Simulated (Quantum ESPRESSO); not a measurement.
# AlZnMgS3Cl: finding a planted mistake in a log

Simulated, not a measurement. The program is pw.x of Quantum ESPRESSO 7.5 (plane-wave density functional theory). The cell is made up: 7 atoms on a zincblende/diamond lattice with one site empty, with randomly drawn elements, strain and displacements, not relaxed. PseudoDojo standard norm-conserving files (v0.5 for PBE, v0.4.1 for LDA and PBEsol) set the functional; there is no spin polarisation, spin-orbit coupling or dispersion term, and the masses in the input are unused placeholders.

Intended input:

```
&control calculation='scf', pseudo_dir='./dojo.nc.sr.pbe.v0_5.standard.upf', outdir='./o', disk_io='medium', tprnfor=.true., tstress=.true. /
&system ibrav=0, nat=7, ntyp=5, nbnd=35, ecutwfc=84.00895049, nosym=.true., tot_charge=0,
 occupations='smearing', smearing='fd', degauss=0.0018374661
/
&electrons conv_thr=7.350e-09, electron_maxstep=60, /
ATOMIC_SPECIES
Al 1.0 Al.upf
Cl 1.0 Cl.upf
Mg 1.0 Mg.upf
S 1.0 S.upf
Zn 1.0 Zn.upf
CELL_PARAMETERS angstrom
5.4806 0.0 0.0
0.0 5.4806 0.0
0.0 0.0 5.4806
ATOMIC_POSITIONS angstrom
Al -0.0026 -0.082 0.0022
Zn -0.1008 2.7817 2.7481
Mg 2.7566 2.776 -0.0327
S 1.4115 1.4428 1.3686
S 1.3453 4.0966 4.0303
Cl 4.1539 1.3988 4.1338
S 4.0563 4.1251 1.3289
K_POINTS automatic
4 4 4 1 1 1
```

The log is shortened where brackets say so; the opening notice, blank lines, dates and the lines on written files are dropped, and the path of the files is cut. It prints rydbergs, bohrs and kilobars, and counts compression as positive stress. Where no state is partly filled, the Fermi energy that it prints is only some level between the filled and the empty states on the mesh, and need not lie in the true gap.

Log of the intended run:

```
     Program PWSCF v.7.5
     Parallel version (MPI & OpenMP), running on       1 processor cores
     Number of MPI processes:                 1
     Threads/MPI process:                     1
     [start-up lines left out]
     bravais-lattice index     =            0
     lattice parameter (alat)  =      10.3568  a.u.
     unit-cell volume          =    1110.9152 (a.u.)^3
     number of atoms/cell      =            7
     number of atomic types    =            5
     number of electrons       =        58.00
     number of Kohn-Sham states=           35
     kinetic-energy cutoff     =      84.0090  Ry
     charge density cutoff     =     336.0358  Ry
     scf convergence threshold =      7.3E-09
     mixing beta               =       0.7000
     number of iterations used =            8  plain     mixing
     Exchange-correlation= PBE
                           (   1   4   3   4   0   0   0)
     [axes and pseudopotential details left out]
   Cartesian axes
     site n.     atom                  positions (alat units)
         1        Al     tau(   1) = (  -0.0004744  -0.0149619   0.0004014  )
         2        Zn     tau(   2) = (  -0.0183921   0.5075539   0.5014232  )
         3        Mg     tau(   3) = (   0.5029741   0.5065139  -0.0059665  )
         4        S      tau(   4) = (   0.2575448   0.2632558   0.2497172  )
         5        S      tau(   5) = (   0.2454658   0.7474729   0.7353757  )
         6        Cl     tau(   6) = (   0.7579280   0.2552275   0.7542605  )
         7        S      tau(   7) = (   0.7401197   0.7526731   0.2424735  )
     number of k points=    32  Fermi-Dirac smearing, width (Ry)=  0.0018
                       cart. coord. in units 2pi/alat
        k(    1) = (   0.1250000   0.1250000   0.1250000), wk =   0.0625000
        k(    2) = (   0.1250000   0.1250000   0.3750000), wk =   0.0625000
     [further k points left out]
     Dense  grid:   115505 G-vectors     FFT dimensions: (  64,  64,  64)
     Estimated max dynamical RAM per process >     151.91 MB
     Initial potential from superposition of free atoms
     starting charge      57.9965, renormalised to      58.0000
     Starting wfcs are   35 randomized atomic wfcs
     total cpu time spent up to now is       15.6 secs
     per-process dynamical memory:   105.2 Mb
     Self-consistent Calculation
     iteration #  1     ecut=    84.01 Ry     beta= 0.70
     Davidson diagonalization with overlap
     ethr =  1.00E-02,  avg # of iterations =  4.3
     Threshold (ethr) on eigenvalues was too large:
     Diagonalizing with lowered threshold
     Davidson diagonalization with overlap
     ethr =  8.62E-04,  avg # of iterations =  1.0
     total cpu time spent up to now is       77.5 secs
     total energy              =    -640.65124935 Ry
     estimated scf accuracy    <       0.48605877 Ry
     iteration #  2     ecut=    84.01 Ry     beta= 0.70
     Davidson diagonalization with overlap
     ethr =  8.38E-04,  avg # of iterations =  4.4
     total cpu time spent up to now is      112.1 secs
     total energy              =    -640.76954651 Ry
     estimated scf accuracy    <       0.28333720 Ry
     [iterations 3 to 8 left out]
     iteration #  9     ecut=    84.01 Ry     beta= 0.70
     Davidson diagonalization with overlap
     ethr =  1.22E-10,  avg # of iterations =  4.0
     total cpu time spent up to now is      342.3 secs
     total energy              =    -640.83426573 Ry
     estimated scf accuracy    <       0.00000002 Ry
     iteration # 10     ecut=    84.01 Ry     beta= 0.70
     Davidson diagonalization with overlap
     ethr =  3.98E-11,  avg # of iterations =  2.0
     total cpu time spent up to now is      369.1 secs
     End of self-consistent calculation
     [lines on levels left out]
     the Fermi energy is     5.2581 ev
!    total energy              =    -640.83426574 Ry
     estimated scf accuracy    <          1.5E-09 Ry
     smearing contrib. (-TS)   =      -0.00000000 Ry
     internal energy E=F+TS    =    -640.83426574 Ry
     The total energy is F=E-TS. E is the sum of the following terms:
     one-electron contribution =    -573.64819535 Ry
     hartree contribution      =     295.41266227 Ry
     xc contribution           =     -90.80051597 Ry
     ewald contribution        =    -271.79821669 Ry
     convergence has been achieved in  10 iterations
     Forces acting on atoms (cartesian axes, Ry/au):
     atom    1 type  1   force =     0.05436808   -0.01215319    0.03505565
     atom    2 type  5   force =     0.04703505    0.02196115   -0.04394006
     atom    3 type  3   force =    -0.03313197    0.00636185    0.00299069
     atom    4 type  4   force =    -0.06189327   -0.05165105   -0.00832723
     atom    5 type  4   force =    -0.03762560    0.03888585    0.00865929
     atom    6 type  2   force =     0.00138858   -0.04496458    0.00027633
     atom    7 type  4   force =     0.02985914    0.04155997    0.00528533
     Total force =     0.156033     Total SCF correction =     0.000095
     Computing stress (Cartesian axis) and pressure
          total   stress  (Ry/bohr**3)                   (kbar)     P=      -10.65
  -0.00005627  -0.00000843  -0.00001340           -8.28       -1.24       -1.97
  -0.00000843  -0.00009132  -0.00012277           -1.24      -13.43      -18.06
  -0.00001340  -0.00012277  -0.00006952           -1.97      -18.06      -10.23
     init_run     :     11.46s CPU     15.52s WALL (       1 calls)
     electrons    :    329.89s CPU    353.53s WALL (       1 calls)
     forces       :      4.28s CPU      4.32s WALL (       1 calls)
     stress       :     14.74s CPU     14.84s WALL (       1 calls)
     [timing details left out]
     PWSCF        :   6m 0.60s CPU   6m29.18s WALL
     JOB DONE.
```

A second run was made from an input with one planted mistake. Its log:

```
     Program PWSCF v.7.5
     Parallel version (MPI & OpenMP), running on       1 processor cores
     Number of MPI processes:                 1
     Threads/MPI process:                     1
     [start-up lines left out]
     bravais-lattice index     =            0
     lattice parameter (alat)  =      10.5193  a.u.
     unit-cell volume          =    1164.0366 (a.u.)^3
     number of atoms/cell      =            7
     number of atomic types    =            5
     number of electrons       =        58.00
     number of Kohn-Sham states=           35
     kinetic-energy cutoff     =      84.0090  Ry
     charge density cutoff     =     336.0358  Ry
     scf convergence threshold =      7.3E-09
     mixing beta               =       0.7000
     number of iterations used =            8  plain     mixing
     Exchange-correlation= PBE
                           (   1   4   3   4   0   0   0)
     [axes and pseudopotential details left out]
   Cartesian axes
     site n.     atom                  positions (alat units)
         1        Al     tau(   1) = (  -0.0004671  -0.0149643   0.0003952  )
         2        Zn     tau(   2) = (  -0.0183954   0.5075630   0.5014192  )
         3        Mg     tau(   3) = (   0.5029821   0.5065210  -0.0059641  )
         4        S      tau(   4) = (   0.2575540   0.2632666   0.2497216  )
         5        S      tau(   5) = (   0.2454640   0.7474760   0.7353861  )
         6        Cl     tau(   6) = (   0.7579312   0.2552366   0.7542665  )
         7        S      tau(   7) = (   0.7401286   0.7526857   0.2424819  )
     number of k points=    32  Fermi-Dirac smearing, width (Ry)=  0.0018
                       cart. coord. in units 2pi/alat
        k(    1) = (   0.1250000   0.1250000   0.1250000), wk =   0.0625000
        k(    2) = (   0.1250000   0.1250000   0.3750000), wk =   0.0625000
     [further k points left out]
     Dense  grid:   121265 G-vectors     FFT dimensions: (  64,  64,  64)
     Estimated max dynamical RAM per process >     158.08 MB
     Initial potential from superposition of free atoms
     starting charge      57.9965, renormalised to      58.0000
     Starting wfcs are   35 randomized atomic wfcs
     total cpu time spent up to now is       15.6 secs
     per-process dynamical memory:   108.7 Mb
     Self-consistent Calculation
     iteration #  1     ecut=    84.01 Ry     beta= 0.70
     Davidson diagonalization with overlap
     ethr =  1.00E-02,  avg # of iterations =  4.6
     Threshold (ethr) on eigenvalues was too large:
     Diagonalizing with lowered threshold
     Davidson diagonalization with overlap
     ethr =  8.82E-04,  avg # of iterations =  1.0
     total cpu time spent up to now is       85.4 secs
     total energy              =    -640.63613837 Ry
     estimated scf accuracy    <       0.49658094 Ry
     iteration #  2     ecut=    84.01 Ry     beta= 0.70
     Davidson diagonalization with overlap
     ethr =  8.56E-04,  avg # of iterations =  3.9
     total cpu time spent up to now is      130.4 secs
     total energy              =    -640.75517514 Ry
     estimated scf accuracy    <       0.31593728 Ry
     [iterations 3 to 8 left out]
     iteration #  9     ecut=    84.01 Ry     beta= 0.70
     Davidson diagonalization with overlap
     ethr =  1.52E-10,  avg # of iterations =  3.2
     total cpu time spent up to now is      399.0 secs
     total energy              =    -640.82635848 Ry
     estimated scf accuracy    <       0.00000003 Ry
     iteration # 10     ecut=    84.01 Ry     beta= 0.70
     Davidson diagonalization with overlap
     ethr =  4.71E-11,  avg # of iterations =  2.0
     total cpu time spent up to now is      425.6 secs
     End of self-consistent calculation
     [lines on levels left out]
     the Fermi energy is     4.7185 ev
!    total energy              =    -640.82635848 Ry
     estimated scf accuracy    <          1.3E-09 Ry
     smearing contrib. (-TS)   =      -0.00000000 Ry
     internal energy E=F+TS    =    -640.82635848 Ry
     The total energy is F=E-TS. E is the sum of the following terms:
     one-electron contribution =    -580.48310571 Ry
     hartree contribution      =     297.93224515 Ry
     xc contribution           =     -90.67680262 Ry
     ewald contribution        =    -267.59869530 Ry
     convergence has been achieved in  10 iterations
     Forces acting on atoms (cartesian axes, Ry/au):
     atom    1 type  1   force =     0.05192289   -0.01514982    0.03452959
     atom    2 type  5   force =     0.04639368    0.02277536   -0.04161684
     atom    3 type  3   force =    -0.03212340    0.00710703    0.00557124
     atom    4 type  4   force =    -0.06186736   -0.04515413   -0.01333626
     atom    5 type  4   force =    -0.04202418    0.03297174    0.01324974
     atom    6 type  2   force =     0.00446979   -0.03788387    0.00348438
     atom    7 type  4   force =     0.03322859    0.03533369   -0.00188185
     Total force =     0.150103     Total SCF correction =     0.000086
     Computing stress (Cartesian axis) and pressure
          total   stress  (Ry/bohr**3)                   (kbar)     P=      -32.28
  -0.00020583  -0.00001913  -0.00000943          -30.28       -2.81       -1.39
  -0.00001913  -0.00023608  -0.00011410           -2.81      -34.73      -16.79
  -0.00000943  -0.00011410  -0.00021646           -1.39      -16.79      -31.84
     init_run     :     14.99s CPU     15.40s WALL (       1 calls)
     electrons    :    385.76s CPU    410.03s WALL (       1 calls)
     forces       :      4.24s CPU      4.33s WALL (       1 calls)
     stress       :     18.72s CPU     18.85s WALL (       1 calls)
     [timing details left out]
     PWSCF        :   7m 4.07s CPU   7m29.33s WALL
     JOB DONE.
```

Question: what was wrong in the second input?

Answer: the cell and the positions are scaled by a wrong factor. The input lines that differ, file-writing options aside:

```
- 5.4806 0.0 0.0
+ 5.5666 0.0 0.0
- 0.0 5.4806 0.0
+ 0.0 5.5666 0.0
- 0.0 0.0 5.4806
+ 0.0 0.0 5.5666
- Al -0.0026 -0.082 0.0022
+ Al -0.0026 -0.0833 0.0022
- Zn -0.1008 2.7817 2.7481
+ Zn -0.1024 2.8254 2.7912
- Mg 2.7566 2.776 -0.0327
+ Mg 2.7999 2.8196 -0.0332
- S 1.4115 1.4428 1.3686
+ S 1.4337 1.4655 1.3901
- S 1.3453 4.0966 4.0303
+ S 1.3664 4.1609 4.0936
- Cl 4.1539 1.3988 4.1338
+ Cl 4.2191 1.4208 4.1987
- S 4.0563 4.1251 1.3289
+ S 4.12 4.1899 1.3498
```

|  | intended run | run with the mistake |
| --- | --- | --- |
| free energy (eV) | -8718.994 | -8718.887 |
| smearing term -TS (eV) | 0.0000 | 0.0000 |
| pressure (GPa) | -1.06 | -3.23 |
| largest force component (eV/Å) | 1.591 | 1.591 |
| largest change of a force component (eV/Å) |  | 0.184 |
| iterations | 10 | 10 |

For scale, a rerun of the intended cell at 1437 eV and a 6 x 6 x 6 mesh moved values by no more than 0.002 eV in energy, 0.02 GPa in stress and 0.002 eV/Å in force.